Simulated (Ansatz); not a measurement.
Guessed and relaxed cells of Y2Si2F

A trial structure of Y2Si2F was built thus: random cell by space group and Wyckoff sites (P6/mmm, No. 191). Lengths were set from tabulated atomic sizes, so they are only a guess.

start.cif

```cif
data_structure
_symmetry_space_group_name_H-M 'P6/mmm'
_symmetry_Int_Tables_number 191
_cell_length_a 3.7796
_cell_length_b 3.7796
_cell_length_c 7.9655
_cell_angle_alpha 90.000
_cell_angle_beta 90.000
_cell_angle_gamma 120.000
_cell_volume 98.55
loop_
_atom_site_label
_atom_site_type_symbol
_atom_site_symmetry_multiplicity
_atom_site_Wyckoff_symbol
_atom_site_fract_x
_atom_site_fract_y
_atom_site_fract_z
_atom_site_occupancy
Y1 Y 2 e 0.00000 0.00000 0.76932 1
Si1 Si 2 d 0.33333 0.66667 0.50000 1
F1 F 1 a 0.00000 0.00000 0.00000 1
```

Level of theory: DFT PBE, scalar-relativistic, plane waves, PAW in Ansatz. Cutoff 420 eV, Gaussian smearing, Γ-centred meshes. Cell and atoms relax first on a coarse mesh and then on a finer one. In between, the cell is made exact in the group found at 0.06 Å. In metals the finer mesh still leaves noise of several meV/atom or more. The steps can't lower the symmetry of their start. No spin polarisation in the relaxation; trial moments died out in a coarse test.

end.cif

```cif
data_structure
_symmetry_space_group_name_H-M 'P6/mmm'
_symmetry_Int_Tables_number 191
_cell_length_a 4.1551
_cell_length_b 4.1551
_cell_length_c 7.9619
_cell_angle_alpha 90.000
_cell_angle_beta 90.000
_cell_angle_gamma 120.000
_cell_volume 119.05
loop_
_atom_site_label
_atom_site_type_symbol
_atom_site_symmetry_multiplicity
_atom_site_Wyckoff_symbol
_atom_site_fract_x
_atom_site_fract_y
_atom_site_fract_z
_atom_site_occupancy
Y1 Y 2 e 0.00000 0.00000 0.72342 1
Si1 Si 2 d 0.33333 0.66667 0.50000 1
F1 F 1 a 0.00000 0.00000 0.00000 1
```

The symmetry stays P6/mmm (No. 191). The volume per atom grows by 20.8 %, from 19.7 to 23.8 Å³. The shortest distance goes from 1.84 Å (Y–F) to 2.20 Å (Y–F). The energy falls by about 0.60 eV/atom (the start's value is from the coarse mesh).

```json
{
 "Volume per atom": "23.81 Å³",
 "Density": "3.53 g/cm³",
 "Formation energy": "−1.35 eV/atom",
 "Gap on the 12×12×6 mesh of the 5-atom cell": "0 eV (a metal)"
}
```

Formation energies are uncorrected and refer to the elements' standard structures at the same level (F₂ as a molecule). It lies below the elements, which doesn't yet make it stable against other compounds or structures.

The last run used Gaussian smearing of 0.10 eV. Symmetry constrained the relaxation, so the result can be a saddle point. In all, the 3 runs took 42 s on 1 thread of AMD EPYC 9R45 96-Core Processor (Zen 5), on a shared host.
